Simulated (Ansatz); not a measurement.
Zn:
Space group P6₃/mmc (No. 194); a = b = 2.5963 Å, c = 4.9797 Å, α = β = 90.00°, γ = 120.00°

```csv
atom,site,symmetry,x,y,z
Zn,2d,-6m2,0.6667,0.3333,0.2500
```

Relaxed at zero pressure with r²SCAN in the plane-wave PAW code Ansatz.

Task: The volume is raised by 3 % and shape and atoms relax at that volume. What pressure results, and how do the axes share the change?

Result: -1.8 GPa; a 0.3 %, b 0.3 %, c 2.4 %; the energy rises by 2 meV/atom.

Task: Give the new structure.

Result: 
Space group P6₃/mmc (No. 194); a = b = 2.6042 Å, c = 5.0979 Å, α = β = 90.00°, γ = 120.00°

```tsv
atom	site	symmetry	x	y	z
Zn	2d	-6m2	0.6667	0.3333	0.2500
```

The phase is kept; no other phase was compared at this pressure.

Space group P6_3/mmc (hcp (Mg type)). Symmetry was held in the r²SCAN relaxation; of distortions, only those at the zone centre were tested. Axis ratios of metals converge slowly with the k-mesh, so a and c are less sure than the volume.

Potentials: the later of the program's two PAW sets.
